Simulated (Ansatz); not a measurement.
Ti7S12 in space group P-1 (No. 2; Pearson symbol aP38), PBE in the plane-wave PAW code Ansatz, all energies at zero smearing, with the estimated change up to a 700 eV cutoff added, with one set of potentials and settings (totals compare only within such a set). Cell of 38 atoms (14 Ti, 24 S): -56697.355 eV.

```tsv
element	reference phase	E (eV/atom)
Ti	P6/mmm, 3 atoms in the cell	-2499.6739
S	Fddd, 32 atoms in the cell	-902.0599
```

Formation energy per atom, worked out: (-56697.355 − 14×(-2499.6739) − 24×(-902.0599))/38 = -1.381 eV/atom (-133 kJ per mol of atoms), at 0 K, without zero-point energy or fitted corrections.

The workflow started from a Materials Project entry (that database holds measured and hypothetical structures alike); the Crystallography Open Database copy checked does not list it. Whether it is the stable phase at ambient conditions was not checked. The cell was relaxed with PBE under the symmetry of its start; its stability against distortions is not shown here. The run is not spin-polarised. The references are the lowest solids computed at this level, not always the standard phases.

Potentials: the later of the program's two PAW sets.
